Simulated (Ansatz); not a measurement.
Sc$_{3}$TlB (anti-perovskite)

```yaml
crystal:
  lattice:
    - [4.63267, 0.00000, 0.00000]
    - [0.00000, 4.63267, 0.00000]
    - [0.00000, 0.00000, 4.63267]
  atoms:
    - { symbol: Sc, position: [0.00000, 0.50000, 0.50000] }
    - { symbol: Sc, position: [0.50000, 0.00000, 0.50000] }
    - { symbol: Sc, position: [0.50000, 0.50000, 0.00000] }
    - { symbol: Tl, position: [0.00000, 0.00000, 0.00000] }
    - { symbol: B, position: [0.50000, 0.50000, 0.50000] }
```

Equation-of-state scan: isotropic scaling of the cell above, V₀ being its volume. Symmetry pins the atoms to their sites.

All values below come from PBEsol (plane waves to 420 eV, PAW, scalar-relativistic; Ansatz, a quantum-chemistry and plane-wave program). k mesh 10×10×10 (Γ-centred), Fermi-Dirac smearing 0.05 eV. Energies are smeared free energies. Stress and pressure are positive under compression. Sc3TlB is run without spin polarisation. Sc3TlB was relaxed with its symmetry unable to fall. Spin-orbit coupling is left out, though Tl is heavy. The zero of ΔE is the relaxed starting cell. The last digit holds for this mesh only.

| V (Å³/atom) | ΔE (meV/atom) |
|---|---|
| 18.692 | withheld |
| 18.990 | 11.1 |
| 19.288 | 4.8 |
| 19.587 | 1.2 |
| 19.885 | 0.0 |
| 20.183 | 1.1 |
| 20.481 | 4.4 |
| 20.780 | 9.6 |
| 21.078 | 16.7 |

**Question.** Fit a third-order Birch-Murnaghan form (E₀, V₀, B₀, B₀′ free) to the given rows and predict ΔE at V = 18.692.

**Answer.** Least squares on the 8 given rows: ΔE = E₀ + (9V₀B₀/16)·y²·[2 + (B₀′ − 4)y], y = (V₀/V)^(2/3) − 1, with V₀ = 19.885 Å³/atom, B₀ = 82.01 GPa (160.2 GPa = 1 eV/Å³; the term in eV is multiplied by 1000), B₀′ = 3.79, E₀ = 0.01 meV/atom; root-mean-square residual 0.02 meV/atom. At 18.692 the fit gives 20.2 meV/atom; the calculation gives 20.3 meV/atom, so the extrapolation is off by -0.1 (-0.5 %). For the pressure the fit gives 5.7 GPa against the computed 5.7 GPa.

(Under strain, the slope of the energy per volume gives the stress and its curvature an elastic modulus.)
